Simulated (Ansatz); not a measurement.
A relaxation computed with Ansatz, from input to last step.

```yaml
crystal:
  lattice:
    - [3.1206302414, 0.0, 0.0]
    - [-1.5603151207, 2.7025450649, 0.0]
    - [0.0, 0.0, 3.3694512573]
  atoms:
    - { symbol: Li, position: [0.3333333333, 0.6666666667, 0.5] }
    - { symbol: Li, position: [0.6666666667, 0.3333333333, 0.5] }
    - { symbol: H, position: [0.0, 0.0, 0.0] }
basis:
  ecutwfc: 420
kpoints:
  mp_grid: { grid: [6, 6, 6] }
hamiltonian:
  xc: pbe
scf:
  occupations: { method: gaussian, width: 0.1 }
  lower_state_search: "off"
output:
  forces: true
  stress: true
  eigenvalues: true
relax:
  adjacent_minimum: "off"
  f_tol: 0.04
  max_steps: 70
  cell: { stress_tol: 0.4 }
```

```bash
ansatz run input.yaml --threads 1 --pin off --max-ram 2560MiB --backend cpu --events-out ev --progress --plain --runs-dir out
```

Level of theory: DFT PBE, scalar-relativistic, plane waves, PAW in Ansatz.

Of 12 frames 10 are shown, positions in Å and forces in eV/Å; the SCF threshold varies from step to step. Steps run on the plane waves of an earlier cell, with a Pulay correction in the pressure. The basis is chosen afresh for the last frame, the zero of the energies, and at times for earlier ones too; energy and pressure step there, also at an unchanged geometry. Here that happened at step 10 (-12 meV/atom, 0.8 GPa); the frames before carry an error of that size.

```xyz
3
Lattice="3.1206 0.0000 0.0000 -1.5603 2.7025 0.0000 0.0000 0.0000 3.3695" Properties=species:S:1:pos:R:3:forces:R:3 pbc="T T T" step=1 free_energy_over_end_meV_per_atom=635.34 pressure_GPa=12.78
Li    0.0000    1.8017    1.6847    0.0000    0.0000    0.0000
Li    1.5603    0.9008    1.6847    0.0000    0.0000    0.0000
H     0.0000    0.0000    0.0000    0.0000    0.0000    0.0000
3
Lattice="3.2398 0.0000 0.0000 -1.6199 2.8058 0.0000 0.0000 0.0000 3.2052" Properties=species:S:1:pos:R:3:forces:R:3 pbc="T T T" step=2 free_energy_over_end_meV_per_atom=514.23 pressure_GPa=11.73
Li    0.0000    1.8705    1.6026    0.0000    0.0000    0.0000
Li    1.6199    0.9353    1.6026    0.0000    0.0000    0.0000
H     0.0000    0.0000    0.0000    0.0000    0.0000    0.0000
3
Lattice="3.3931 0.0000 0.0000 -1.6965 2.9385 0.0000 0.0000 0.0000 3.0979" Properties=species:S:1:pos:R:3:forces:R:3 pbc="T T T" step=3 free_energy_over_end_meV_per_atom=362.33 pressure_GPa=7.83
Li    0.0000    1.9590    1.5489    0.0000    0.0000    0.0000
Li    1.6965    0.9795    1.5489    0.0000    0.0000    0.0000
H     0.0000    0.0000    0.0000    0.0000    0.0000    0.0000
3
Lattice="3.6484 0.0000 0.0000 -1.8242 3.1596 0.0000 0.0000 0.0000 2.7721" Properties=species:S:1:pos:R:3:forces:R:3 pbc="T T T" step=5 free_energy_over_end_meV_per_atom=116.69 pressure_GPa=4.95
Li    0.0000    2.1064    1.3860    0.0000    0.0000    0.0000
Li    1.8242    1.0532    1.3860    0.0000    0.0000    0.0000
H     0.0000    0.0000    0.0000    0.0000    0.0000    0.0000
3
Lattice="3.7582 0.0000 0.0000 -1.8791 3.2547 0.0000 0.0000 0.0000 2.6077" Properties=species:S:1:pos:R:3:forces:R:3 pbc="T T T" step=6 free_energy_over_end_meV_per_atom=52.92 pressure_GPa=4.88
Li    0.0000    2.1698    1.3039    0.0000    0.0000    0.0000
Li    1.8791    1.0849    1.3039    0.0000    0.0000    0.0000
H     0.0000    0.0000    0.0000    0.0000    0.0000    0.0000
3
Lattice="3.8936 0.0000 0.0000 -1.9468 3.3720 0.0000 0.0000 0.0000 2.5711" Properties=species:S:1:pos:R:3:forces:R:3 pbc="T T T" step=7 free_energy_over_end_meV_per_atom=25.94 pressure_GPa=3.03
Li    0.0000    2.2480    1.2856    0.0000    0.0000    0.0000
Li    1.9468    1.1240    1.2856    0.0000    0.0000    0.0000
H     0.0000    0.0000    0.0000    0.0000    0.0000    0.0000
3
Lattice="4.0232 0.0000 0.0000 -2.0116 3.4842 0.0000 0.0000 0.0000 2.5993" Properties=species:S:1:pos:R:3:forces:R:3 pbc="T T T" step=8 free_energy_over_end_meV_per_atom=15.20 pressure_GPa=0.78
Li    0.0000    2.3228    1.2997    0.0000    0.0000    0.0000
Li    2.0116    1.1614    1.2997    0.0000    0.0000    0.0000
H     0.0000    0.0000    0.0000    0.0000    0.0000    0.0000
3
Lattice="4.0519 0.0000 0.0000 -2.0259 3.5090 0.0000 0.0000 0.0000 2.6370" Properties=species:S:1:pos:R:3:forces:R:3 pbc="T T T" step=10 free_energy_over_end_meV_per_atom=1.75 pressure_GPa=0.87
Li    0.0000    2.3394    1.3185    0.0000    0.0000    0.0000
Li    2.0259    1.1697    1.3185    0.0000    0.0000    0.0000
H     0.0000    0.0000    0.0000    0.0000    0.0000    0.0000
3
Lattice="4.1222 0.0000 0.0000 -2.0611 3.5699 0.0000 0.0000 0.0000 2.6526" Properties=species:S:1:pos:R:3:forces:R:3 pbc="T T T" step=11 free_energy_over_end_meV_per_atom=0.14 pressure_GPa=0.07
Li    0.0000    2.3799    1.3263    0.0000    0.0000    0.0000
Li    2.0611    1.1900    1.3263    0.0000    0.0000    0.0000
H     0.0000    0.0000    0.0000    0.0000    0.0000    0.0000
3
Lattice="4.1222 0.0000 0.0000 -2.0611 3.5699 0.0000 0.0000 0.0000 2.6526" Properties=species:S:1:pos:R:3:forces:R:3 pbc="T T T" step=12 free_energy_over_end_meV_per_atom=0.00 pressure_GPa=0.07
Li    0.0000    2.3799    1.3263    0.0000    0.0000    0.0000
Li    2.0611    1.1900    1.3263    0.0000    0.0000    0.0000
H     0.0000    0.0000    0.0000    0.0000    0.0000    0.0000
```

The start puts this composition into another compound's structure type, which needn't suit it. The cell swells from 9.5 to 13.0 Å³ an atom, so the end can be far from any stable crystal. At the end the space group is P6/mmm (tolerance 0.05 Å).

It took 7.3 s on 1 thread of AMD EPYC 7B13 (Zen 3), on a shared host, peak memory 0.33 GiB.

The k mesh is coarse.